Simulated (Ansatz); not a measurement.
PbO in space group P4/nmm (No. 129; Pb on 2c, O on 2a) at seven volumes, PBE (plane waves, PAW; program Ansatz), shape and atoms relaxed at each. One row is withheld.

```csv
V (Å³/atom),P (GPa)
20.950,1.25
21.641,0.68
22.332,?
23.022,0.00
23.713,-0.16
24.404,-0.27
25.094,-0.33
```

Q: Fit the shown pressures and predict the withheld one.

A: P = (3/2)B₀(x^(7/2) − x^(5/2))[1 + (3/4)(B′ − 4)(x − 1)] with x = (V₀/V)^(2/3). Least squares on the six rows gives V₀ = 23.048 Å³/atom, B₀ = 7.4 GPa, B′ = 13.44. At V = 22.332, x = 1.0213 and P = 0.29 GPa. The run itself gave 0.30 GPa.

The cell was relaxed with PBE under the symmetry of its start. The volume lies over 15 % above that of the usual cell of this phase: another minimum, or an error of the functional. A crystal of weakly bound layers computed without a dispersion correction: the cell and the soft elastic constants depend strongly on that. Spin–orbit coupling is left out wherever it is not named.

Potentials: the later of the program's two PAW sets.
